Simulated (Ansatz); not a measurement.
SiO2:
```cif
data_O6Si3
_chemical_formula_sum 'Si3 O6'
_space_group_name_H-M_alt 'P3121'
_space_group_IT_number 152
_space_group_name_Hall 'P 31 2"'
_cell_length_a 5.02137
_cell_length_b 5.02137
_cell_length_c 5.50995
_cell_angle_alpha 90.000
_cell_angle_beta 90.000
_cell_angle_gamma 120.000
loop_
_atom_site_label
_atom_site_type_symbol
_atom_site_symmetry_multiplicity
_atom_site_Wyckoff_symbol
_atom_site_fract_x
_atom_site_fract_y
_atom_site_fract_z
_atom_site_occupancy
Si1 Si 3 a 0.52342 0.52342 0.00000 1
O1 O 6 c 0.41447 0.25567 0.20536 1
```

Relaxed with PBE.

### Question
Which orbitals make up the states near the band edges in plane-wave PAW PBE (Ansatz code)?

### Answer
Top 1 eV of the valence band: O 2p 97 %. Bottom 1 eV of the conduction band: Si 3s 45 %, O 2s 22 %, Si 3p 13 %, O 2p 6 %, outside the projected shells 14 %. Projections are on Löwdin-orthogonalised atomic valence shells; empty p or d shells of many metals are not among them.

### Question
Tabulate the density of states.

### Answer
States/eV per cell of 9 atoms, in 0.25 eV bins, energy from the valence-band maximum.

| E (eV) | total | O 2p | Si 3p | O 2s |
|---|---|---|---|---|
| -7.85 | 0.38 | 0.25 | 0.02 | 0.02 |
| -7.60 | 0.84 | 0.55 | 0.06 | 0.04 |
| -7.35 | 3.23 | 2.16 | 0.27 | 0.16 |
| -7.10 | 2.37 | 1.60 | 0.21 | 0.12 |
| -6.85 | 0.75 | 0.51 | 0.08 | 0.03 |
| -6.60 | 0.70 | 0.49 | 0.09 | 0.03 |
| -6.35 | 2.82 | 2.01 | 0.40 | 0.11 |
| -6.10 | 2.21 | 1.60 | 0.32 | 0.07 |
| -5.85 | 1.57 | 1.15 | 0.25 | 0.04 |
| -5.60 | 1.09 | 0.82 | 0.22 | 0.01 |
| -5.35 | 9.54 | 7.33 | 2.04 | 0.02 |
| -5.10 | 6.07 | 4.71 | 1.24 | 0.03 |
| -4.85 | 5.58 | 4.41 | 1.05 | 0.03 |
| -4.60 | 2.80 | 2.26 | 0.49 | 0.01 |
| -4.35 | 0.00 | 0.00 | 0.00 | 0.00 |
| -4.10 | 0.00 | 0.00 | 0.00 | 0.00 |
| -3.85 | 0.00 | 0.00 | 0.00 | 0.00 |
| -3.60 | 0.00 | 0.00 | 0.00 | 0.00 |
| -3.35 | 0.00 | 0.00 | 0.00 | 0.00 |
| -3.10 | 5.93 | 4.71 | 0.80 | 0.32 |
| -2.85 | 7.44 | 6.09 | 0.79 | 0.40 |
| -2.60 | 7.04 | 6.24 | 0.40 | 0.23 |
| -2.35 | 4.95 | 4.52 | 0.23 | 0.10 |
| -2.10 | 9.57 | 8.81 | 0.36 | 0.18 |
| -1.85 | 6.73 | 6.19 | 0.26 | 0.13 |
| -1.60 | 9.37 | 8.71 | 0.36 | 0.12 |
| -1.35 | 6.83 | 6.40 | 0.24 | 0.07 |
| -1.10 | 8.10 | 7.69 | 0.19 | 0.07 |
| -0.85 | 7.71 | 7.35 | 0.17 | 0.07 |
| -0.60 | 6.98 | 6.69 | 0.13 | 0.07 |
| -0.35 | 8.11 | 7.89 | 0.08 | 0.04 |
| -0.10 | 7.25 | 7.13 | 0.04 | 0.03 |
| 0.15 | 0.00 | 0.00 | 0.00 | 0.00 |
| 0.40 | 0.00 | 0.00 | 0.00 | 0.00 |
| 0.65 | 0.00 | 0.00 | 0.00 | 0.00 |
| 0.90 | 0.00 | 0.00 | 0.00 | 0.00 |
| 1.15 | 0.00 | 0.00 | 0.00 | 0.00 |
| 1.40 | 0.00 | 0.00 | 0.00 | 0.00 |
| 1.65 | 0.00 | 0.00 | 0.00 | 0.00 |
| 1.90 | 0.00 | 0.00 | 0.00 | 0.00 |
| 2.15 | 0.00 | 0.00 | 0.00 | 0.00 |
| 2.40 | 0.00 | 0.00 | 0.00 | 0.00 |
| 2.65 | 0.00 | 0.00 | 0.00 | 0.00 |
| 2.90 | 0.00 | 0.00 | 0.00 | 0.00 |
| 3.15 | 0.00 | 0.00 | 0.00 | 0.00 |
| 3.40 | 0.00 | 0.00 | 0.00 | 0.00 |
| 3.65 | 0.00 | 0.00 | 0.00 | 0.00 |
| 3.90 | 0.00 | 0.00 | 0.00 | 0.00 |
| 4.15 | 0.00 | 0.00 | 0.00 | 0.00 |
| 4.40 | 0.00 | 0.00 | 0.00 | 0.00 |
| 4.65 | 0.00 | 0.00 | 0.00 | 0.00 |
| 4.90 | 0.00 | 0.00 | 0.00 | 0.00 |
| 5.15 | 0.00 | 0.00 | 0.00 | 0.00 |
| 5.40 | 0.00 | 0.00 | 0.00 | 0.00 |
| 5.65 | 0.00 | 0.00 | 0.00 | 0.00 |
| 5.90 | 0.12 | 0.00 | 0.01 | 0.03 |
| 6.15 | 0.23 | 0.01 | 0.02 | 0.05 |
| 6.40 | 0.32 | 0.02 | 0.05 | 0.07 |
| 6.65 | 0.42 | 0.03 | 0.08 | 0.09 |
| 6.90 | 0.53 | 0.04 | 0.11 | 0.12 |
| 7.15 | 0.66 | 0.06 | 0.16 | 0.14 |
| 7.40 | 0.84 | 0.08 | 0.22 | 0.18 |
| 7.65 | 1.10 | 0.10 | 0.30 | 0.23 |
| 7.90 | 1.53 | 0.15 | 0.44 | 0.32 |
| 8.15 | 1.70 | 0.16 | 0.47 | 0.37 |
| 8.40 | 1.27 | 0.12 | 0.35 | 0.28 |
| 8.65 | 1.31 | 0.14 | 0.52 | 0.24 |
| 8.90 | 6.05 | 0.47 | 2.81 | 0.96 |
| 9.15 | 5.20 | 0.35 | 2.76 | 0.69 |
| 9.40 | 4.69 | 0.39 | 2.52 | 0.57 |
| 9.65 | 5.61 | 0.54 | 3.07 | 0.58 |
| 9.90 | 6.02 | 0.65 | 3.32 | 0.59 |
| 10.15 | 6.61 | 0.73 | 3.44 | 0.49 |
| 10.40 | 5.50 | 0.62 | 2.89 | 0.41 |

Space group P3_121. The PBE relaxation kept the symmetry of its start.

Potentials: the earlier of the program's two PAW sets.
